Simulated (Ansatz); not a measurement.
**Pt3Pb: strain energy, fitted**

Pt3Pb, Pm-3m, a = 4.093 Å. The structure is a COD entry; whether it is the stable form wasn't checked. Ansatz: r2SCAN, PAW, 500 eV, Γ-centred 12×12×12 mesh on 4 atoms, Gaussian smearing 0.10 eV; no spin polarisation. Series: equal strain along all axes, cell held, atoms fixed by symmetry; x is the strain in per cent. y is the free energy over the unstrained cell, V0 = 17.146 Å³/atom.

```
x (%) y (meV/atom)
 -3.0             ?
 -2.0         40.54
 -1.0          9.66
  0.0          0.00
  1.0          8.84
  2.0         33.72
  3.0         72.42
```

Q: Fit y = c2 x² + c3 x³ to the other rows, turn c2 into a modulus, and predict the missing energy.

A: Least squares on the rows shown. y = 9.2923 x² − 0.41684 x³. In eV per unit strain² c2 is 92.92; the stiffness is B for this strain (E = 9/2 B V0 ε², shape held): 2 × 92.92 × 160.2 / (9 × 17.146) = 193 GPa. At x = -3.0 the fit asked for gives 94.89 meV/atom. The run gave 95.66 meV/atom, so the fit is 0.77 meV/atom too low, 0.8 % of the span of the series, against an rms of 0.06 meV/atom on the fitted rows. The row lies outside the fitted range. With a term in x⁴ added, a fit to the same known rows predicts 95.43 meV/atom, so most of the miss is curvature that the known rows already hold.

Spin–orbit coupling is left out, which can shift energies with elements as heavy as these.

Cost: 7 runs of about 3.5 core-minutes in all, on Arm Neoverse V1 (shared hosts).